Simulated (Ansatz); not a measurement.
Method: PBEsol, scalar-relativistic; no spin polarisation; PAW, 420 eV, 10×10×8 k-mesh, Gaussian smearing of 0.05 eV; code Ansatz. The datasets are Ansatz's generated set soft_2.

A compound LuX has these computed properties.

```yaml
Space_group: P-6m2 (No. 187)
Conventional_cell: a = 4.236 Å, b = 4.236 Å, c = 3.840 Å, α = 90.00°, β = 90.00°, γ = 120.00°
Volume: 29.84 Å³/atom
Band_gap: zero (metallic)
Density_of_states_at_the_Fermi_level: about 0.09 states/(eV·atom) (so small a value isn't resolved on this mesh)
f_electrons_orthogonalised_atomic_orbitals: Lu 14.00
Formation_energy_from_the_elements_0_K_uncorrected: -0.53 eV/atom
Bulk_modulus_Birch–Murnaghan: 56 GPa
Pressure_derivative_B0′: 4.0
```

Sites: Lu on 1a, X on 1f.

Problem. Which element is X?
A. Pb
B. Bi
C. At
D. Tl

Solution. B. X is Bi, so the compound is LuBi.

This is a trial structure: such lanthanide and actinide compounds mostly take the rock-salt structure.

For elements this heavy, spin–orbit coupling would shift levels and gaps; it isn't included here.
